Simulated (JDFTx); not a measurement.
| Quantity | Value |
|---|---|
| surface | MgB2(0001), Mg outermost, slab composition Mg3B4 |
| bulk | MgB2, P6/mmm, lattice of mp-763 (not re-optimised) |
| slab | 7 atoms in 5 planes, 1x1, 6.9 Å between the outermost planes |
| in-plane cell | 3.063 × 3.063 Å, 8.12 Å² |
| cell height | 23.0 Å |
| sampling | 8×8×1 k mesh, Fermi smearing 0.01 Ha, no spin polarisation |

Whether this polymorph is the ambient one wasn't checked.

Method: PBE, GBRV ultrasoft potentials, plane waves to 20/100 Ha, in a modified build of JDFTx. Liquid: CANDLE, acetonitrile, 1 M KF. Between zero charge and 0.31 V from it the run gives σ = 4.8 μC/cm², a mean capacitance of 15.4 μF/cm². The liquid has ε = 38.8, a 1:1 salt at 1 M with linear (Debye) response, and T = 298 K.

A calculation by hand: the Debye length, the diffuse-layer capacitance, and the inner capacitance that is left when the two stand in series.

Each ion has density c = 1 × 6.022×10⁻⁴ = 6.022e-04 Å⁻³. λ² = ε kT / (8π (e²/4πε₀) c) with kT = 0.02568 eV and e²/4πε₀ = 14.40 eV Å gives λ = 2.14 Å; the log prints 2.14 Å. C_diffuse = ε₀ε/λ = 161 μF/cm². Then 1/C_inner = 1/15.4 − 1/161, so C_inner = 17.0 μF/cm², which equals a vacuum gap of ε₀/C_inner = 0.52 Å. The diffuse layer takes 10 % of the potential drop; the rest lies between the electrode's charge and the onset of the dielectric, with the electrode's own (quantum) capacitance in it. The split is a model: in the calculation solvent and ions share one smooth cavity.
